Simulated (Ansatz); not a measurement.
Starting cell, LaCu$_{2}$ (space group P6/mmm):

```
CELL_PARAMETERS angstrom
      4.26322     0.00000     0.00000
     -2.13161     3.69206     0.00000
      0.00000     0.00000     3.78231
ATOMIC_POSITIONS crystal
  La 0.00000 0.00000 0.00000
  Cu 0.33333 0.66667 0.50000
  Cu 0.66667 0.33333 0.50000
```

Scan: atom 3 (Cu, nearest neighbour Cu at 2.461 Å; its periodic images, 3.8 Å or more away, move with it) is displaced along Cartesian x, direction (1.000, 0.000, 0.000) in Cartesian axes, by s. The other atoms stay.

Computed with PBEsol (plane waves to 420 eV, PAW, scalar-relativistic; Ansatz, a first-principles code). k mesh 10×10×10 (Γ-centred), Fermi-Dirac smearing 0.05 eV. The energy includes the smearing's −TS. With partly filled bands, energies and forces of such displacements shift with the k mesh and the smearing. On this mesh the relaxed cell isn't quite at rest: it carries a pressure of -0.1 GPa (compression positive) at the zero of the scan. LaCu2 is run without spin polarisation. LaCu2 was relaxed with its symmetry unable to fall. ΔE is measured from the undisplaced structure. The last digit holds for this mesh only.

| s (Å) | ΔE (meV/cell) |
|---|---|
| -0.250 | 176.1 |
| -0.200 | 110.5 |
| -0.150 | withheld |
| -0.100 | 26.9 |
| -0.050 | 6.7 |
| 0.000 | 0.0 |
| 0.050 | 6.7 |
| 0.100 | 26.9 |
| 0.150 | withheld |
| 0.200 | 110.5 |
| 0.250 | 176.1 |

Fit an even polynomial form (powers 2, 4) to the given rows and predict ΔE at s = -0.150.

Least squares on the 9 given rows: ΔE = (2665)·s² + (2440)·s⁴, in meV/cell with s in Å; root-mean-square residual 0.01 meV/cell. At -0.150 the fit gives 61.2 meV/cell; the calculation gives 61.2 meV/cell, the same to the digits shown. The quadratic term alone would give 60.0 meV/cell.

(For displaced atoms, the force is minus the slope of the energy, and its curvature is a force constant, which sets phonon frequencies.)
